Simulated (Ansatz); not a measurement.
BN:
```xyz
4
Lattice="2.5440 0.0000 0.0000 -1.2720 2.2031 0.0000 0.0000 0.0000 4.2078" Properties=species:S:1:pos:R:3 pbc="T T T"
B      1.2720     0.7344     0.0008
B      0.0000     1.4688     2.1047
N      1.2720     0.7344     1.5771
N      0.0000     1.4688     3.6809
```

Relaxed with r²SCAN. Special points in fractions of this cell's reciprocal vectors: Γ (0.000, 0.000, 0.000); M (0.500, 0.000, 0.000); K (0.333, 0.333, 0.000); A (0.000, 0.000, 0.500); L (0.500, 0.000, 0.500); H (0.333, 0.333, 0.500).

Q: List the band energies nearest the valence-band maximum at these points for plane-wave PAW r²SCAN (Ansatz code).

A: In eV from the valence-band maximum; about four levels below and three above (degenerate sets whole), none deeper than 8.9 eV; points with the same levels are listed once.

```json
[
 {"k": "Γ", "below": "-2.21 -2.21 -0.27 0.00 0.00", "above": "9.12 9.12 9.34"},
 {"k": "M", "below": "-7.20 -5.19 -4.52 -2.20", "above": "7.32 8.62 11.42"},
 {"k": "K", "below": "-7.55 -7.55 -5.64 -5.63 -5.63", "above": "5.75 14.46 14.46"},
 {"k": "A", "below": "-1.22 -1.22 -1.22 -1.22", "above": "10.25 10.25 10.73 10.73 10.73 10.73"},
 {"k": "L", "below": "-3.92 -3.92 -3.72 -3.72", "above": "7.21 7.21 10.74 10.74"},
 {"k": "H", "below": "-7.98 -7.98 -3.15 -3.15", "above": "10.04 10.04 10.97 10.97"}
]
```

Space group P6_3mc (wurtzite). The cell was relaxed with r²SCAN under the symmetry of its start.

Potentials: the later of the program's two PAW sets.
